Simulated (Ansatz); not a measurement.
BW in space group Cmcm (No. 63; B on 4c, W on 4c) at seven volumes, DFT-LDA in the program Ansatz with PAW potentials, shape and atoms relaxed at each. One row is withheld.

```
V (Å³/atom)  P (GPa)
-----------  -------
9.178          42.79
9.481          26.25
9.783          12.11
10.086          0.01
10.389             ?
10.691        -19.16
10.994        -26.70
```

Problem. Fit the shown pressures and predict the withheld one.

Solution. Third-order Birch–Murnaghan: P = (3/2)B₀(x^(7/2) − x^(5/2))[1 + (3/4)(B′ − 4)(x − 1)] with x = (V₀/V)^(2/3). Least squares on the six rows gives V₀ = 10.087 Å³/atom, B₀ = 371.6 GPa, B′ = 4.21. At V = 10.389, x = 0.9805 and P = -10.30 GPa. The run itself gave -10.33 GPa.

The first step of the workflow began from a Materials Project structure, measured or hypothetical; the Crystallography Open Database copy checked does not list it. COD files the formula under space group No. 141. Whether it is the stable phase at ambient conditions was not checked. The LDA relaxation kept the symmetry of its start; its stability against distortions is not shown here. The run is not spin-polarised. Spin–orbit coupling is left out wherever it is not named.

Potentials: the later of the program's two PAW sets.
